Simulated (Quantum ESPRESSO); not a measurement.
## Si3O4FN (one run as intended and one with a planted mistake)

A calculation, not a measurement. The program is pw.x of Quantum ESPRESSO 7.5 (plane-wave density functional theory). The cell is made up: 9 atoms on a quartz lattice, with randomly drawn elements, strain and displacements, not relaxed. PseudoDojo standard norm-conserving files (v0.5 for PBE, v0.4.1 for LDA and PBEsol) set the functional; there is no spin polarisation, spin-orbit coupling or dispersion term, and the masses in the input are unused placeholders.

Intended input:

```
&control calculation='scf', pseudo_dir='./dojo.nc.sr.pbe.v0_5.standard.upf', outdir='./o', disk_io='medium', tprnfor=.true., tstress=.true. /
&system ibrav=0, nat=9, ntyp=4, nbnd=30, ecutwfc=84.00895049, nosym=.true., tot_charge=0,
 occupations='smearing', smearing='fd', degauss=0.0018374661
/
&electrons conv_thr=7.350e-09, electron_maxstep=60, /
ATOMIC_SPECIES
F 1.0 F.upf
N 1.0 N.upf
O 1.0 O.upf
Si 1.0 Si.upf
CELL_PARAMETERS angstrom
5.1385 0.0 0.0
-2.5692 4.45 0.0
0.0 0.0 5.64
ATOMIC_POSITIONS angstrom
Si 2.3903 0.0173 3.7575
Si -1.1803 2.0575 1.9058
Si 1.3814 2.3506 0.0115
O 1.3951 1.2108 4.4511
O 3.3788 0.6497 2.5337
O 2.93 2.5795 0.6248
F 0.2646 1.8361 1.2353
O -1.0847 3.2796 3.0938
N 0.7861 3.7919 4.9571
K_POINTS automatic
5 5 4 1 1 1
```

The log is shortened where brackets say so; the opening notice, blank lines, dates and the lines on written files are dropped, and the path of the files is cut. It prints rydbergs, bohrs and kilobars, and counts compression as positive stress. Where no state is partly filled, the Fermi energy that it prints is only some level between the filled and the empty states on the mesh, and need not lie in the true gap.

Log of the intended run:

```
     Program PWSCF v.7.5
     Parallel version (MPI & OpenMP), running on       1 processor cores
     Number of MPI processes:                 1
     Threads/MPI process:                     1
     [start-up lines left out]
     bravais-lattice index     =            0
     lattice parameter (alat)  =       9.7104  a.u.
     unit-cell volume          =     870.3062 (a.u.)^3
     number of atoms/cell      =            9
     number of atomic types    =            4
     number of electrons       =        48.00
     number of Kohn-Sham states=           30
     kinetic-energy cutoff     =      84.0090  Ry
     charge density cutoff     =     336.0358  Ry
     scf convergence threshold =      7.3E-09
     mixing beta               =       0.7000
     number of iterations used =            8  plain     mixing
     Exchange-correlation= PBE
                           (   1   4   3   4   0   0   0)
     [axes and pseudopotential details left out]
   Cartesian axes
     site n.     atom                  positions (alat units)
         1        Si     tau(   1) = (   0.4651747   0.0033667   0.7312445  )
         2        Si     tau(   2) = (  -0.2296974   0.4004087   0.3708864  )
         3        Si     tau(   3) = (   0.2688333   0.4574487   0.0022380  )
         4        O      tau(   4) = (   0.2714995   0.2356330   0.8662256  )
         5        O      tau(   5) = (   0.6575460   0.1264377   0.4930816  )
         6        O      tau(   6) = (   0.5702053   0.5019947   0.1215919  )
         7        F      tau(   7) = (   0.0514936   0.3573222   0.2404009  )
         8        O      tau(   8) = (  -0.2110927   0.6382407   0.6020823  )
         9        N      tau(   9) = (   0.1529824   0.7379391   0.9646979  )
     number of k points=    50  Fermi-Dirac smearing, width (Ry)=  0.0018
                       cart. coord. in units 2pi/alat
        k(    1) = (   0.1000000   0.1732067   0.1138852), wk =   0.0400000
        k(    2) = (   0.1000000   0.1732067   0.3416556), wk =   0.0400000
     [further k points left out]
     Dense  grid:    90495 G-vectors     FFT dimensions: (  60,  60,  64)
     Estimated max dynamical RAM per process >     115.67 MB
     Initial potential from superposition of free atoms
     starting charge      47.9981, renormalised to      48.0000
     Starting wfcs are   36 randomized atomic wfcs
     total cpu time spent up to now is       17.8 secs
     per-process dynamical memory:    88.1 Mb
     Self-consistent Calculation
     iteration #  1     ecut=    84.01 Ry     beta= 0.70
     Davidson diagonalization with overlap
     ethr =  1.00E-02,  avg # of iterations =  3.0
     total cpu time spent up to now is       51.9 secs
     total energy              =    -227.13560686 Ry
     estimated scf accuracy    <       2.66386283 Ry
     iteration #  2     ecut=    84.01 Ry     beta= 0.70
     Davidson diagonalization with overlap
     ethr =  5.55E-03,  avg # of iterations =  3.0
     total cpu time spent up to now is      100.3 secs
     total energy              =    -227.53531944 Ry
     estimated scf accuracy    <       3.35896249 Ry
     [iterations 3 to 10 left out]
     iteration # 11     ecut=    84.01 Ry     beta= 0.70
     Davidson diagonalization with overlap
     ethr =  1.65E-09,  avg # of iterations =  3.8
     total cpu time spent up to now is      443.8 secs
     total energy              =    -228.29753551 Ry
     estimated scf accuracy    <       0.00000006 Ry
     iteration # 12     ecut=    84.01 Ry     beta= 0.70
     Davidson diagonalization with overlap
     ethr =  1.20E-10,  avg # of iterations =  2.1
     total cpu time spent up to now is      483.4 secs
     End of self-consistent calculation
     [lines on levels left out]
     the Fermi energy is     4.9958 ev
!    total energy              =    -228.29753552 Ry
     estimated scf accuracy    <          3.4E-09 Ry
     smearing contrib. (-TS)   =      -0.00000000 Ry
     internal energy E=F+TS    =    -228.29753552 Ry
     The total energy is F=E-TS. E is the sum of the following terms:
     one-electron contribution =    -117.11511400 Ry
     hartree contribution      =      82.38432143 Ry
     xc contribution           =     -60.41193324 Ry
     ewald contribution        =    -133.15480973 Ry
     convergence has been achieved in  12 iterations
     Forces acting on atoms (cartesian axes, Ry/au):
     atom    1 type  4   force =     0.06460184   -0.01352957    0.11993013
     atom    2 type  4   force =    -0.21646376    0.07507378    0.07746106
     atom    3 type  4   force =     0.06442389    0.15635802   -0.21481378
     atom    4 type  3   force =     0.01814476   -0.03826095   -0.00298555
     atom    5 type  3   force =     0.00929060    0.05525561   -0.01624632
     atom    6 type  3   force =     0.01157053   -0.04872725    0.08223794
     atom    7 type  1   force =     0.05422432   -0.04953142    0.01654635
     atom    8 type  3   force =    -0.02257984   -0.07854426   -0.11971489
     atom    9 type  2   force =     0.01678765   -0.05809396    0.05758506
     Total force =     0.447329     Total SCF correction =     0.000047
     Computing stress (Cartesian axis) and pressure
          total   stress  (Ry/bohr**3)                   (kbar)     P=      -87.62
  -0.00024138   0.00012315  -0.00030108          -35.51       18.12      -44.29
   0.00012315  -0.00082382  -0.00000669           18.12     -121.19       -0.98
  -0.00030108  -0.00000669  -0.00072169          -44.29       -0.98     -106.16
     init_run     :     15.20s CPU     17.63s WALL (       1 calls)
     electrons    :    441.93s CPU    465.67s WALL (       1 calls)
     forces       :      8.15s CPU      8.30s WALL (       1 calls)
     stress       :     31.97s CPU     32.16s WALL (       1 calls)
     [timing details left out]
     PWSCF        :   8m17.63s CPU   8m45.03s WALL
     JOB DONE.
```

A second run has one planted mistake: the self-consistency threshold is too loose. The input lines that differ, file-writing options aside:

```
- &electrons conv_thr=7.350e-09, electron_maxstep=60, /
+ &electrons conv_thr=1.470e-02, electron_maxstep=60, /
```

Its log:

```
     Program PWSCF v.7.5
     Parallel version (MPI & OpenMP), running on       4 processor cores
     Number of MPI processes:                 4
     Threads/MPI process:                     1
     [start-up lines left out]
     bravais-lattice index     =            0
     lattice parameter (alat)  =       9.7104  a.u.
     unit-cell volume          =     870.3062 (a.u.)^3
     number of atoms/cell      =            9
     number of atomic types    =            4
     number of electrons       =        48.00
     number of Kohn-Sham states=           30
     kinetic-energy cutoff     =      84.0090  Ry
     charge density cutoff     =     336.0358  Ry
     scf convergence threshold =      1.5E-02
     mixing beta               =       0.7000
     number of iterations used =            8  plain     mixing
     Exchange-correlation= PBE
                           (   1   4   3   4   0   0   0)
     [axes and pseudopotential details left out]
   Cartesian axes
     site n.     atom                  positions (alat units)
         1        Si     tau(   1) = (   0.4651747   0.0033667   0.7312445  )
         2        Si     tau(   2) = (  -0.2296974   0.4004087   0.3708864  )
         3        Si     tau(   3) = (   0.2688333   0.4574487   0.0022380  )
         4        O      tau(   4) = (   0.2714995   0.2356330   0.8662256  )
         5        O      tau(   5) = (   0.6575460   0.1264377   0.4930816  )
         6        O      tau(   6) = (   0.5702053   0.5019947   0.1215919  )
         7        F      tau(   7) = (   0.0514936   0.3573222   0.2404009  )
         8        O      tau(   8) = (  -0.2110927   0.6382407   0.6020823  )
         9        N      tau(   9) = (   0.1529824   0.7379391   0.9646979  )
     number of k points=    50  Fermi-Dirac smearing, width (Ry)=  0.0018
                       cart. coord. in units 2pi/alat
        k(    1) = (   0.1000000   0.1732067   0.1138852), wk =   0.0400000
        k(    2) = (   0.1000000   0.1732067   0.3416556), wk =   0.0400000
     [further k points left out]
     Dense  grid:    90495 G-vectors     FFT dimensions: (  60,  60,  64)
     Estimated max dynamical RAM per process >     183.01 MB
     Estimated total dynamical RAM >     665.77 MB
     Initial potential from superposition of free atoms
     starting charge      47.9981, renormalised to      48.0000
     Starting wfcs are   36 randomized atomic wfcs
     total cpu time spent up to now is        3.8 secs
     per-process dynamical memory:   141.1 Mb
     Self-consistent Calculation
     iteration #  1     ecut=    84.01 Ry     beta= 0.70
     Davidson diagonalization with overlap
     ethr =  1.00E-02,  avg # of iterations =  3.0
     total cpu time spent up to now is       10.4 secs
     total energy              =    -227.13542594 Ry
     estimated scf accuracy    <       2.66409679 Ry
     iteration #  2     ecut=    84.01 Ry     beta= 0.70
     Davidson diagonalization with overlap
     ethr =  5.55E-03,  avg # of iterations =  3.1
     total cpu time spent up to now is       16.7 secs
     total energy              =    -227.53502962 Ry
     estimated scf accuracy    <       3.36024628 Ry
     iteration #  3     ecut=    84.01 Ry     beta= 0.70
     Davidson diagonalization with overlap
     ethr =  5.55E-03,  avg # of iterations =  2.9
     total cpu time spent up to now is       21.8 secs
     total energy              =    -228.26641086 Ry
     estimated scf accuracy    <       0.24018802 Ry
     iteration #  4     ecut=    84.01 Ry     beta= 0.70
     Davidson diagonalization with overlap
     ethr =  5.00E-04,  avg # of iterations =  2.2
     total cpu time spent up to now is       27.3 secs
     total energy              =    -228.28765700 Ry
     estimated scf accuracy    <       0.03735827 Ry
     iteration #  5     ecut=    84.01 Ry     beta= 0.70
     Davidson diagonalization with overlap
     ethr =  7.78E-05,  avg # of iterations =  8.0
     total cpu time spent up to now is       34.5 secs
     End of self-consistent calculation
     [lines on levels left out]
     the Fermi energy is     4.9621 ev
!    total energy              =    -228.29481526 Ry
     estimated scf accuracy    <       0.00477559 Ry
     smearing contrib. (-TS)   =      -0.00000000 Ry
     internal energy E=F+TS    =    -228.29481526 Ry
     The total energy is F=E-TS. E is the sum of the following terms:
     one-electron contribution =    -117.19497389 Ry
     hartree contribution      =      82.47525475 Ry
     xc contribution           =     -60.42028640 Ry
     ewald contribution        =    -133.15480973 Ry
     convergence has been achieved in   5 iterations
     Forces acting on atoms (cartesian axes, Ry/au):
     atom    1 type  4   force =     0.06106276   -0.01324090    0.11786706
     atom    2 type  4   force =    -0.21896977    0.07391842    0.07675371
     atom    3 type  4   force =     0.06635059    0.15470045   -0.21784150
     atom    4 type  3   force =     0.01881026   -0.04014674   -0.00423773
     atom    5 type  3   force =     0.00756963    0.05212579   -0.01169534
     atom    6 type  3   force =     0.01211002   -0.04494450    0.07547875
     atom    7 type  1   force =     0.05165225   -0.05016330    0.01830860
     atom    8 type  3   force =    -0.01933557   -0.07674245   -0.11715629
     atom    9 type  2   force =     0.02074983   -0.05550677    0.06252274
     Total force =     0.445619     Total SCF correction =     0.066324
     SCF correction compared to forces is large: reduce conv_thr to get better values
     Computing stress (Cartesian axis) and pressure
          total   stress  (Ry/bohr**3)                   (kbar)     P=      -78.25
  -0.00018370   0.00007511  -0.00022238          -27.02       11.05      -32.71
   0.00007511  -0.00075966  -0.00006666           11.05     -111.75       -9.81
  -0.00022238  -0.00006666  -0.00065244          -32.71       -9.81      -95.98
     init_run     :      3.45s CPU      3.59s WALL (       1 calls)
     electrons    :     30.51s CPU     30.74s WALL (       1 calls)
     forces       :      1.05s CPU      1.06s WALL (       1 calls)
     stress       :      3.76s CPU      3.76s WALL (       1 calls)
     [timing details left out]
     PWSCF        :     39.03s CPU     39.46s WALL
     JOB DONE.
```

```
                                            intended run  run with the mistake
                          free energy (eV)     -3106.146             -3106.109
                    smearing term -TS (eV)        0.0000                0.0000
                            pressure (GPa)         -8.76                 -7.83
            largest force component (eV/Å)         5.566                 5.630
largest change of a force component (eV/Å)                               0.174
                                iterations            12                     5
```

For scale, a rerun of the intended cell at a cutoff of 1437 eV and k mesh 7 x 7 x 6 moved values by no more than 0.002 eV in energy, 0.02 GPa in stress and 0.002 eV/Å in force.